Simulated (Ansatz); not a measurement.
# Magnetic states of iron, simple cubic

All numbers below come from DFT, m-r2SCAN, plane waves (500 eV) with PAW, scalar-relativistic in Ansatz 0.2.0. (PAW data from PBE, frozen cores regenerated.)

Each start was relaxed and then solved on a dense mesh, with Fermi-Dirac smearing of 0.05 eV (0.1 eV in a metal without spin) extrapolated to zero. Rows within 2 meV/atom of each other tie.

Where does each start end, and how do the energies compare? Starts: antiferromagnetic (G-type); ferromagnetic.


| start | ends | ΔE (meV/atom) | V (Å³/atom) |
| --- | --- | --- | --- |
| ferromagnetic | ferromagnetic, net 2.29 μB per atom | 0.0 | 12.66 |
| antiferromagnetic (G-type) | ferromagnetic, net 2.30 μB per atom | 0.6 | 12.66 |

m-r²SCAN is r²SCAN on the gauge-invariant kinetic-energy density; without spin polarisation the two are equal.
